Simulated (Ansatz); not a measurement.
**Property card for ZnBr2**

ZnBr$_{2}$:
```
ZnBr2
1.0
    1.86924     1.07920     6.29080
   -1.86924     1.07920     6.29080
    0.00000    -2.15841     6.29080
Zn Br
1 2
Direct
  0.00000   0.00000   0.00000
  0.25526   0.25526   0.25526
  0.74474   0.74474   0.74474
```

Space group R-3m (No. 166); conventional cell a = b = 3.7385 Å, c = 18.8724 Å, α = β = 90.00°, γ = 120.00°.

Method: r²SCAN+D4 in the plane-wave PAW code Ansatz. Structure relaxed to zero pressure with the same functional. Other levels are named where they apply.

Cell and energy:

| Item | Value |
|---|---|
| Volume per atom | 25.38 Å³ |
| Density | 4.91 g/cm³ |
| Formation energy from the elements (no fitted shifts) | -0.97 eV/atom |

Electronic structure:

| Quantity | Result |
|---|---|
| Band gap | 3.72 eV (indirect) |
| Valence-band maximum | off the standard path, at k = (0.292, 0.427, 0.427) in fractions of the reciprocal vectors |
| Conduction-band minimum | at F (3 equivalent valleys) |
| Smallest direct gap on the standard path | 3.88 eV |
| Electron effective mass | 0.36, 0.51, 0.77 mₑ (principal values) |
| Electron effective mass with spin–orbit coupling | 0.36, 0.51, 0.78 mₑ (principal values) |
| Hole effective mass | 0.41, 3.3, 4.2 mₑ (principal values) |
| Hole effective mass with spin–orbit coupling | 0.69, 0.69, 6.4 mₑ (principal values) |
| HSE06 gap on the r²SCAN+D4 cell | 4.45 eV |
| Gap with spin–orbit coupling | 3.60 eV |

Mechanics:

| Quantity | Value |
|---|---|
| Bulk modulus (Birch–Murnaghan fit) | 179 kbar |
| Pressure derivative B′ | 12.1 |

Charges:

| Item | Result |
|---|---|
| Bader charges | Zn +1.09, Br -0.54 e |

The workflow started from an entry of the Crystallography Open Database (COD), which files this formula under 2 space groups. Its standing as an ambient phase is unchecked. The r²SCAN+D4 relaxation kept the symmetry of its start; its stability against distortions is not shown here. The references are the lowest solids computed at this level, not always the standard phases. Spin–orbit coupling is left out wherever it is not named.

Potentials: the later of the program's two PAW sets.
